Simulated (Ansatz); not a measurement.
Task: Name crystals whose computed values (r²SCAN (plane waves, PAW; program Ansatz)) fall in these windows: G_Hill (GPa) 180 to 240; gap (eV) 5.0 to 6.3; Θ_D (K) 930 to 1300.

Result: 

```json
[
 {"crystal": "AlN, NiAs type", "G_Hill (GPa)": "200", "gap (eV)": "5.69", "Θ_D (K)": "1140"},
 {"crystal": "AlN, rock salt", "G_Hill (GPa)": "240", "gap (eV)": "5.52", "Θ_D (K)": "1230"}
]
```
Others may fit too.

Not the usual ambient phase: AlN, NiAs type; AlN, rock salt. All cells were relaxed under the symmetry of their starts (and spin orders); stability against distortions was not tested throughout.

Potentials: the later of the program's two PAW sets.
